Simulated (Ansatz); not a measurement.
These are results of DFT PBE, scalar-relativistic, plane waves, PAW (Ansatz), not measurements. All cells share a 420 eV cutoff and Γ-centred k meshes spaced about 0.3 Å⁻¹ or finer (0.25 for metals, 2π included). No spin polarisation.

A search over trial structures of Nb2WSe5 gave this relaxed cell.

```
Nb W Se
1.0
     3.39123    0.00000    0.00000
    -1.69561    2.93689    0.00000
     0.00000    0.00000   18.32835
Nb W Se
2 1 5
Direct
  0.33333 0.66667 0.59620
  0.33333 0.66667 0.40380
  0.00000 0.00000 0.00000
  0.33333 0.66667 0.90982
  0.33333 0.66667 0.09019
  0.00000 0.00000 0.50000
  0.00000 0.00000 0.68935
  0.00000 0.00000 0.31065
```

Problem. Is it a true minimum?

Solution. As far as tested, yes. The phonons on a 3×3×1 q mesh of the computed 8-atom cell show no imaginary mode. (Phonon run: 12×12×2 k mesh, Gaussian smearing of 0.10 eV.) After random moves of the atoms it relaxes back. The optical modes at Γ run from 5 to 304 cm⁻¹. Nb is surrounded by 6 Se at 2.60–2.63 Å; W is surrounded by 6 Se at 2.56 Å; Se on a site of symmetry 3m has 3 W at 2.56 Å; Se on a site of symmetry -6m2 has 6 Nb at 2.63 Å; 1 more site not described.

Weakly bound directions are ill-defined at this level, which has no dispersion term. These runs have no spin–orbit coupling, which can matter for W. Phonons of metals hang on the k mesh and the smearing.
